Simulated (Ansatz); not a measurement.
TiAu4:
```xyz
5
Lattice="-3.2645 3.2645 1.9883 3.2645 -3.2645 1.9883 3.2645 3.2645 -1.9883" Properties=species:S:1:pos:R:3 pbc="T T T"
Ti     0.0000     0.0000     0.0000
Au     3.9532     1.3502     0.0000
Au    -0.6887     1.9143     1.9883
Au     1.3502     2.5759     0.0000
Au     1.9143     0.6887     1.9883
```

Relaxed with r²SCAN.

**Question.** Give the Bader charges and basin volumes of the independent atoms, the program Ansatz at the r²SCAN level (PAW).

**Answer.** 

```tsv
atom	Bader charge (e)	Bader volume (Å³)
Ti1	+1.60	9.9
Au2	-0.40	18.7
```

Space group I4/m. The workflow started from a Materials Project entry (that database holds measured and hypothetical structures alike); the Crystallography Open Database copy checked does not list it. With Ti and Au taken as one species the cell has the higher symmetry Fm-3m, so it may be an ordered model of a mixed-site phase. Its standing as an ambient phase is unchecked. Symmetry was held in the r²SCAN relaxation; whether a distortion lowers the energy is not shown. The run is not spin-polarised. Scalar-relativistic: spin–orbit coupling is off unless named, which matters more the heavier the elements.

Potentials: the later of the program's two PAW sets.
